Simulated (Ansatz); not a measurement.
Values for one crystal, relaxed and computed with the program Ansatz at the r²SCAN level (PAW); other levels are named.

| Quantity | Value |
|---|---|
| Volume per atom | 12.31 Å³ |
| Band gap | 2.70 eV (direct) |
| HSE06 gap on the r²SCAN cell | 3.76 eV |
| Hole effective mass with spin–orbit coupling | 1.0, 2.4, 2.8 mₑ (principal values) |
| Formation energy from the elements (no fitted shifts) | -3047 meV/atom |
| Valence-band maximum | at Z (k = 0.000, 0.000, 0.500) |
| Electron effective mass | 0.31, 0.65, 30 mₑ (principal values) |

Which compound is it?
A. Sb2O5, Cmcm (Sb on 8f, O on 4c, O on 8f, O on 8f)
B. NbSbO4, Pna2_1 (Pearson symbol oP24)
C. Ta2O5, Pbam (Ta on 4g, O on 4h, O on 2a, O on 4g)
D. SnO2, rutile

C, Ta2O5, Pbam (Ta on 4g, O on 4h, O on 2a, O on 4g)

The start of the workflow was typed in or built on a structure type; the Crystallography Open Database copy checked does not list it. COD files the formula under space group No. 49, so this cell is another polymorph or a model. Whether it is the stable phase at ambient conditions was not checked. The cell was relaxed with r²SCAN under the symmetry of its start; its stability against distortions is not shown here. No spin polarisation was allowed. The references are the lowest solids computed at this level, not always the standard phases (solids in place of the gases). Scalar-relativistic: spin–orbit coupling is off unless named, which matters more the heavier the elements.

Potentials: the earlier of the program's two PAW sets.
